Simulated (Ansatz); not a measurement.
## Zone-centre modes in KCaHfSbO$_{6}$

The calculation used DFT PBEsol, scalar-relativistic, plane waves, PAW in Ansatz. The runs took a 420 eV cutoff, a Γ-centred 6×6×6 mesh and Gaussian smearing (0.05 eV). Spin–orbit coupling is left out, which can shift energies with elements as heavy as these. No spin polarisation.

Reference structure (relaxed at this level; it needn't be the usual structure):

```
CELL_PARAMETERS angstrom
0.00000 4.01949 4.01949
4.01949 0.00000 4.01949
4.01949 4.01949 0.00000
ATOMIC_POSITIONS crystal
K 0.25000 0.25000 0.25000
Ca 0.75000 0.75000 0.75000
Hf 0.00000 0.00000 0.00000
Sb 0.50000 0.50000 0.50000
O 0.74529 0.25471 0.25471
O 0.25471 0.74529 0.74529
O 0.74529 0.74529 0.25471
O 0.25471 0.25471 0.74529
O 0.25471 0.74529 0.25471
O 0.74529 0.25471 0.74529
```

Harmonic modes by finite displacements of 0.02 Å, without the LO–TO term.

(1) At this geometry, is the structure stable against these modes?

(2) List the wavenumbers in cm⁻¹.

Answers

(1) No: 6 modes are unstable, the strongest at 170i cm⁻¹.

(2) 170i, 170i, 170i, 112i, 112i, 112i, 0, 0, 0, 172, 172, 172, 219, 219, 219, 232, 232, 232, 308, 308, 308, 383, 383, 383, 639, 639, 670, 670, 670, 859.

Cost: 1 run of about 5.2 core-minutes, on Arm Neoverse V1 (shared hosts).